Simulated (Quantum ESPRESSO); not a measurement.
## AsSi3AlGe3 (input and log of a self-consistent run)

A calculation, not a measurement. The program is pw.x of Quantum ESPRESSO 7.5 (plane-wave density functional theory). The cell is made up: 8 atoms on a zincblende/diamond lattice, with randomly drawn elements, strain and displacements, not relaxed. PseudoDojo standard norm-conserving files (v0.5 for PBE, v0.4.1 for LDA and PBEsol) set the functional; there is no spin polarisation, spin-orbit coupling or dispersion term, and the masses in the input are unused placeholders.

Input:

```
&control calculation='scf', pseudo_dir='./dojo.nc.sr.pbe.v0_5.standard.upf', outdir='./o', disk_io='medium', tprnfor=.true., tstress=.true. /
&system ibrav=0, nat=8, ntyp=4, nbnd=46, ecutwfc=84.00895049, nosym=.true., tot_charge=0,
 occupations='smearing', smearing='fd', degauss=0.0073498644
/
&electrons conv_thr=7.350e-09, electron_maxstep=60, /
ATOMIC_SPECIES
Al 1.0 Al.upf
As 1.0 As.upf
Ge 1.0 Ge.upf
Si 1.0 Si.upf
CELL_PARAMETERS angstrom
5.7811 0.0 0.0
0.0 5.7811 0.0
0.0 0.0 5.7811
ATOMIC_POSITIONS angstrom
As 0.1102 -0.0946 -0.0232
Si 0.1572 2.8998 2.8085
Si 2.7718 -0.094 2.9326
Al 2.9603 2.7258 -0.0054
Si 1.4668 1.3863 1.3961
Ge 1.4331 4.3461 4.3155
Ge 4.4355 1.7167 4.3292
Ge 4.3135 4.2248 1.4709
K_POINTS automatic
6 6 6 1 1 1
```

The log is shortened where brackets say so; the opening notice, blank lines, dates and the lines on written files are dropped, and the path of the files is cut. It prints rydbergs, bohrs and kilobars, and counts compression as positive stress.

```
     Program PWSCF v.7.5
     Parallel version (MPI & OpenMP), running on       1 processor cores
     Number of MPI processes:                 1
     Threads/MPI process:                     1
     [start-up lines left out]
     bravais-lattice index     =            0
     lattice parameter (alat)  =      10.9247  a.u.
     unit-cell volume          =    1303.8512 (a.u.)^3
     number of atoms/cell      =            8
     number of atomic types    =            4
     number of electrons       =        72.00
     number of Kohn-Sham states=           46
     kinetic-energy cutoff     =      84.0090  Ry
     charge density cutoff     =     336.0358  Ry
     scf convergence threshold =      7.3E-09
     mixing beta               =       0.7000
     number of iterations used =            8  plain     mixing
     Exchange-correlation= PBE
                           (   1   4   3   4   0   0   0)
     [axes and pseudopotential details left out]
   Cartesian axes
     site n.     atom                  positions (alat units)
         1        As     tau(   1) = (   0.0190621  -0.0163637  -0.0040131  )
         2        Si     tau(   2) = (   0.0271921   0.5016000   0.4858072  )
         3        Si     tau(   3) = (   0.4794589  -0.0162599   0.5072737  )
         4        Al     tau(   4) = (   0.5120652   0.4715020  -0.0009341  )
         5        Si     tau(   5) = (   0.2537233   0.2397987   0.2414938  )
         6        Ge     tau(   6) = (   0.2478940   0.7517773   0.7464842  )
         7        Ge     tau(   7) = (   0.7672415   0.2969504   0.7488540  )
         8        Ge     tau(   8) = (   0.7461383   0.7307952   0.2544325  )
     number of k points=   108  Fermi-Dirac smearing, width (Ry)=  0.0073
     Number of k-points >= 100: set verbosity='high' to print them.
     Dense  grid:   135403 G-vectors     FFT dimensions: (  64,  64,  64)
     Estimated max dynamical RAM per process >     189.83 MB
     Initial potential from superposition of free atoms
     starting charge      71.9930, renormalised to      72.0000
     Starting wfcs are   52 randomized atomic wfcs
     total cpu time spent up to now is       58.8 secs
     per-process dynamical memory:   108.1 Mb
     Self-consistent Calculation
     iteration #  1     ecut=    84.01 Ry     beta= 0.70
     Davidson diagonalization with overlap
     ethr =  1.00E-02,  avg # of iterations =  3.4
     Threshold (ethr) on eigenvalues was too large:
     Diagonalizing with lowered threshold
     Davidson diagonalization with overlap
     ethr =  2.25E-04,  avg # of iterations =  6.5
     total cpu time spent up to now is      519.6 secs
     total energy              =    -777.95970537 Ry
     estimated scf accuracy    <       0.18042772 Ry
     iteration #  2     ecut=    84.01 Ry     beta= 0.70
     Davidson diagonalization with overlap
     ethr =  2.51E-04,  avg # of iterations =  2.0
     total cpu time spent up to now is      718.0 secs
     total energy              =    -777.96013920 Ry
     estimated scf accuracy    <       0.06541960 Ry
     iteration #  3     ecut=    84.01 Ry     beta= 0.70
     Davidson diagonalization with overlap
     ethr =  9.09E-05,  avg # of iterations =  2.2
     total cpu time spent up to now is      958.8 secs
     total energy              =    -777.97857255 Ry
     estimated scf accuracy    <       0.02981677 Ry
     iteration #  4     ecut=    84.01 Ry     beta= 0.70
     Davidson diagonalization with overlap
     ethr =  4.14E-05,  avg # of iterations =  2.2
     total cpu time spent up to now is     1166.6 secs
     total energy              =    -777.98379312 Ry
     estimated scf accuracy    <       0.00107405 Ry
     iteration #  5     ecut=    84.01 Ry     beta= 0.70
     Davidson diagonalization with overlap
     c_bands:  1 eigenvalues not converged
     c_bands:  1 eigenvalues not converged
     ethr =  1.49E-06,  avg # of iterations =  8.4
     total cpu time spent up to now is     1452.6 secs
     total energy              =    -777.98411594 Ry
     estimated scf accuracy    <       0.00010915 Ry
     iteration #  6     ecut=    84.01 Ry     beta= 0.70
     Davidson diagonalization with overlap
     ethr =  1.52E-07,  avg # of iterations =  2.3
     total cpu time spent up to now is     1664.1 secs
     total energy              =    -777.98414003 Ry
     estimated scf accuracy    <       0.00001615 Ry
     iteration #  7     ecut=    84.01 Ry     beta= 0.70
     Davidson diagonalization with overlap
     ethr =  2.24E-08,  avg # of iterations =  2.4
     total cpu time spent up to now is     1897.8 secs
     total energy              =    -777.98414410 Ry
     estimated scf accuracy    <       0.00000293 Ry
     iteration #  8     ecut=    84.01 Ry     beta= 0.70
     Davidson diagonalization with overlap
     ethr =  4.06E-09,  avg # of iterations =  2.0
     total cpu time spent up to now is     2088.5 secs
     total energy              =    -777.98414480 Ry
     estimated scf accuracy    <       0.00000016 Ry
     iteration #  9     ecut=    84.01 Ry     beta= 0.70
     Davidson diagonalization with overlap
     ethr =  2.26E-10,  avg # of iterations =  3.8
     total cpu time spent up to now is     2269.2 secs
     total energy              =    -777.98414485 Ry
     estimated scf accuracy    <       0.00000002 Ry
     iteration # 10     ecut=    84.01 Ry     beta= 0.70
     Davidson diagonalization with overlap
     ethr =  3.23E-11,  avg # of iterations =  2.8
     total cpu time spent up to now is     2464.7 secs
     total energy              =    -777.98414486 Ry
     estimated scf accuracy    <          8.7E-09 Ry
     iteration # 11     ecut=    84.01 Ry     beta= 0.70
     Davidson diagonalization with overlap
     ethr =  1.21E-11,  avg # of iterations =  2.0
     total cpu time spent up to now is     2605.7 secs
     End of self-consistent calculation
     Number of k-points >= 100: set verbosity='high' to print the bands.
     the Fermi energy is     6.5470 ev
!    total energy              =    -777.98414486 Ry
     estimated scf accuracy    <          4.2E-10 Ry
     smearing contrib. (-TS)   =      -0.00214382 Ry
     internal energy E=F+TS    =    -777.98200104 Ry
     The total energy is F=E-TS. E is the sum of the following terms:
     one-electron contribution =    -500.54340316 Ry
     hartree contribution      =     286.77249962 Ry
     xc contribution           =    -189.49328236 Ry
     ewald contribution        =    -374.71781513 Ry
     convergence has been achieved in  11 iterations
     Forces acting on atoms (cartesian axes, Ry/au):
     atom    1 type  2   force =    -0.05978855    0.04794560    0.02183892
     atom    2 type  4   force =    -0.01982218   -0.00576893   -0.00686691
     atom    3 type  4   force =     0.05089609    0.05914384   -0.02856242
     atom    4 type  1   force =    -0.05066472    0.04986290    0.02546063
     atom    5 type  4   force =     0.01933692   -0.01543496    0.02982030
     atom    6 type  3   force =     0.04446801   -0.06233884    0.00126952
     atom    7 type  3   force =     0.02176894   -0.08222181   -0.05692976
     atom    8 type  3   force =    -0.00619451    0.00881220    0.01396972
     Total force =     0.193862     Total SCF correction =     0.000102
     Computing stress (Cartesian axis) and pressure
          total   stress  (Ry/bohr**3)                   (kbar)     P=      -20.43
  -0.00010486   0.00000689  -0.00018570          -15.43        1.01      -27.32
   0.00000689  -0.00021790   0.00006632            1.01      -32.05        9.76
  -0.00018570   0.00006632  -0.00009386          -27.32        9.76      -13.81
     init_run     :     50.64s CPU     58.68s WALL (       1 calls)
     electrons    :   2421.48s CPU   2546.95s WALL (       1 calls)
     forces       :     16.79s CPU     16.95s WALL (       1 calls)
     stress       :     57.80s CPU     59.77s WALL (       1 calls)
     [timing details left out]
     PWSCF        :  42m27.22s CPU  44m45.50s WALL
     JOB DONE.
```

In other units: free energy -10585.014 eV for the cell, pressure -2.04 GPa, largest force component 2.114 eV/Å. A rerun of this cell at 1437 eV and a 8 x 8 x 8 mesh moved values by no more than 0.002 eV in energy, 0.04 GPa in stress and 0.008 eV/Å in force.